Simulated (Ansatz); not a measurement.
## How settings move the G0W0 gap of CdS (P6_3mc)

CdS (P6_3mc) from a database of computed structures, relaxed with r2SCAN; one-shot G0W0 in Ansatz without spin-orbit coupling. The values are computed, spin-unpolarised, and not measurements.

```cif
data_structure
_symmetry_space_group_name_H-M 'P 1'
_symmetry_Int_Tables_number 1
_cell_length_a 4.1646
_cell_length_b 4.1646
_cell_length_c 6.7662
_cell_angle_alpha 90.000
_cell_angle_beta 90.000
_cell_angle_gamma 120.000
_cell_volume 101.63
loop_
_atom_site_label
_atom_site_type_symbol
_atom_site_fract_x
_atom_site_fract_y
_atom_site_fract_z
_atom_site_occupancy
Cd1 Cd 0.66667 0.33333 0.50005 1
Cd2 Cd 0.33333 0.66667 0.00005 1
S1 S 0.66667 0.33333 0.87695 1
S2 S 0.33333 0.66667 0.37695 1
```

Gaps are read over the mesh points alone. G0W0 here is at a finite number of bands, screening cutoff and k mesh, not at the basis limit.

| start | potentials | frequency model | mesh | empty bands | screening cutoff (eV) | Kohn-Sham gap (eV) | G0W0 gap (eV) |
| --- | --- | --- | --- | --- | --- | --- | --- |
| PBE | PAW | contour deformation | 6×6×4 | 303 | 120 | 1.17 | 1.96 |
| PBE | PAW | contour deformation | 6×6×4 | 753 | 220 | 1.17 | 2.01 |
| PBE | PAW | contour deformation | 6×6×4 | 1383 | 300 | 1.17 | 2.03 |
| HSE06 | PAW | contour deformation | 6×6×4 | 753 | 220 | 2.19 | 2.59 |
| r2SCAN | PAW | contour deformation | 6×6×4 | 753 | 220 | 1.63 | 2.31 |
| PBE0 | PAW | contour deformation | 6×6×4 | 753 | 220 | 2.83 | 2.79 |
| PBE | PAW | Godby-Needs pole | 6×6×4 | 753 | 220 | 1.17 | 2.02 |
| PBE | PAW | contour deformation | 12×12×4 | 165 | 80 | 1.17 | 1.91 |
| PBE | norm-conserving | contour deformation | 6×6×4 | 753 | 220 | 1.17 | 2.02 |

The quasiparticle gap on this mesh is 2.03 eV (direct at Γ), against 1.17 eV from PBE: +0.86 eV. Renormalisation factors Z lie between 0.74 and 0.79.

Raising bands and cutoff together moves the gap by +0.05 eV (120 to 220 eV), then +0.02 eV (220 to 300 eV); the last step is small, which bounds nothing strictly. Starting from HSE06 (2.19 eV against PBE's 1.17 eV) gives 2.59 eV, +0.58 eV from G0W0@PBE at the same screening cutoff. Starting from r2SCAN (1.63 eV against PBE's 1.17 eV) gives 2.31 eV, +0.30 eV from G0W0@PBE at the same screening cutoff. Starting from PBE0 (2.83 eV against PBE's 1.17 eV) gives 2.79 eV, +0.78 eV from G0W0@PBE at the same screening cutoff. The Godby-Needs plasmon pole differs from contour deformation by +0.01 eV. Norm-conserving potentials (wave cutoff 1071 eV against 420 eV) shift the quasiparticle gap by +0.01 eV and the PBE gap by 0.00 eV. r2SCAN runs take a wave cutoff of 500 eV.

The program warns that the k mesh is coarse for exact exchange in some of these runs, so their gaps aren't converged.

With a shallow d shell on the cation, G0W0 converges slowly in bands and cutoff, so these values are in doubt.
